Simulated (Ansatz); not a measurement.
## AsP: stable or not

The cell was found from a structure generator's guess, not taken from experiment.

These are results of DFT PBE, scalar-relativistic, plane waves, PAW (Ansatz 0.2.0), not measurements. Plane waves to 420 eV, a 12×12×1 mesh through Γ for the 2-atom cell and 0.02 eV Gaussian smearing; no spin polarisation.

This is a two-dimensional sheet: the third axis spans vacuum and isn't periodic.

```cif
data_structure
_symmetry_space_group_name_H-M 'P 1'
_symmetry_Int_Tables_number 1
_cell_length_a 3.4546
_cell_length_b 3.4546
_cell_length_c 26.2273
_cell_angle_alpha 90.000
_cell_angle_beta 90.000
_cell_angle_gamma 120.000
_cell_volume 271.07
loop_
_atom_site_label
_atom_site_type_symbol
_atom_site_fract_x
_atom_site_fract_y
_atom_site_fract_z
_atom_site_occupancy
P1 P 0.00000 0.00000 0.27988 1
As1 As 0.33333 0.66667 0.33017 1
```

Energies over the elements count from the elements' standard structures at the same level, with no fitted energy shifts. The references include black phosphorus.

Question: These tests were run: energy against the elements; random kick, then relaxation without symmetry; phonons on a 3×3×1 q mesh. What do they show?

Answer:

```tsv
test	result
energy against the elements	+0.049 eV/atom
random kick, then relaxation without symmetry	returns
phonons on a 3×3×1 q mesh	no imaginary mode on the mesh
```

It fails one test: energy against the elements. It may still be a metastable minimum.

The reference forms of As and P are held partly by dispersion forces, which this level lacks. The kick test ran on a coarse mesh. The run for the phonons used a 12×12×1 k mesh.
